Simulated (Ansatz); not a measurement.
Nb$_{9}$PO$_{25}$:
```
CELL_PARAMETERS angstrom
     11.06862     1.91653     0.00000
    -11.06862     1.91653     0.00000
    -11.06794     0.00000    11.06950
ATOMIC_POSITIONS crystal
  Nb 0.33281 0.67422 0.71589
  Nb 0.67422 0.33281 0.28411
  Nb 0.10822 0.88146 0.94265
  Nb 0.88146 0.10822 0.05735
  Nb 0.04205 0.04205 0.50000
  Nb 0.10183 0.88363 0.39100
  Nb 0.88363 0.10183 0.60900
  Nb 0.22355 0.78722 0.82727
  Nb 0.78722 0.22355 0.17273
  P  0.24921 0.24921 0.00000
  O  0.14530 0.83454 0.30013
  O  0.83454 0.14530 0.69987
  O  0.36382 0.65324 0.01067
  O  0.65324 0.36382 0.98933
  O  0.28946 0.72858 0.76972
  O  0.72858 0.28946 0.23028
  O  0.99976 0.97833 0.79110
  O  0.97833 0.99976 0.20890
  O  0.41751 0.51858 0.88442
  O  0.51858 0.41751 0.11558
  O  0.09541 0.96533 0.01449
  O  0.96533 0.09541 0.98551
  O  0.37793 0.60329 0.63908
  O  0.60329 0.37793 0.36092
  O  0.25621 0.75978 0.13555
  O  0.75978 0.25621 0.86445
  O  0.20158 0.76143 0.54471
  O  0.76143 0.20158 0.45529
  O  0.19196 0.84113 0.89551
  O  0.84113 0.19196 0.10449
  O  0.05425 0.94875 0.43675
  O  0.94875 0.05425 0.56325
  O  0.12136 0.88924 0.66882
  O  0.88924 0.12136 0.33118
  O  0.51210 0.51210 0.50000
```

Relaxed with r²SCAN. Special points in fractions of this cell's reciprocal vectors: Γ (0.000, 0.000, 0.000); C (0.265, 0.265, 0.000); C2 (-0.265, 0.735, 0.000); Y2 (-0.500, 0.500, 0.000); M2 (-0.500, 0.500, 0.500); D (-0.250, 0.750, 0.500); D2 (0.250, 0.250, 0.500); A (0.000, 0.000, 0.500); L2 (0.000, 0.500, 0.500); V2 (0.000, 0.500, 0.000).

Q: List the band energies nearest the valence-band maximum at these points for r²SCAN (plane waves, PAW; program Ansatz).

A: In eV from the valence-band maximum; about four levels below and three above (degenerate sets whole), none deeper than 8.9 eV; points with the same levels are listed once.

| k | below | above |
|---|---|---|
| Γ | -0.63 -0.53 -0.53 -0.20 | 2.74 2.80 2.97 |
| C | -0.34 -0.21 -0.07 -0.07 | 2.82 3.90 3.90 |
| Y2 | -0.58 -0.58 -0.41 -0.20 | 2.77 2.78 2.96 |
| M2 | -0.69 -0.54 -0.35 -0.25 | 2.72 2.82 2.99 2.99 |
| D | -0.32 -0.27 -0.14 0.00 | 2.90 3.75 3.79 |
| A | -0.70 -0.54 -0.35 -0.25 | 2.72 2.82 2.98 |
| L2 | -0.33 -0.27 -0.07 -0.05 | 2.87 3.76 3.87 |
| V2 | -0.33 -0.27 -0.07 -0.04 | 2.87 3.76 3.87 |

The first step of the workflow began from a Materials Project structure, measured or hypothetical; the Crystallography Open Database copy checked does not list it. COD files the formula under space group No. 82. Its standing as an ambient phase is unchecked. The cell was relaxed with r²SCAN under the symmetry of its start; its stability against distortions is not shown here. No spin polarisation was allowed. Scalar-relativistic: spin–orbit coupling is off unless named, which matters more the heavier the elements.

Potentials: the later of the program's two PAW sets.
